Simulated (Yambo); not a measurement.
G0W0@PBE for Mg$_{2}$Si (space group Fm-3m, No. 225) in Yambo. Reference settings: 4×4×4 Γ-centred k mesh, bands 9 to 143 and a 10 Ry block in the screening, 143 bands in G with the Bruneval-Gonze terminator, plasmon pole fitted at 27.2 eV. The PBE gap Γ → X on this mesh is 0.20 eV; G0W0 gaps are taken between the same points.

The settings were changed. The gap went from 0.68 eV to 0.56 eV, and the shift of the valence edge from -0.59 eV to -0.30 eV.

Problem. Which change was made?
(A) 51 bands in G, no terminator
(B) 8 Ry block
(C) no terminator
(D) 4 Ry block

Solution. A, 51 bands in G, no terminator. The others gave (gap, valence shift): 4 Ry block: 0.55, -0.42 eV; no terminator: 0.66, -0.55 eV; 8 Ry block: 0.67, -0.57 eV.

Geometry of the Materials Project entry, not relaxed at this level; primitive cell a = b = c = 4.4828 Å, α = β = γ = 60.00°.

A shift is the quasiparticle energy of the state minus its PBE energy.
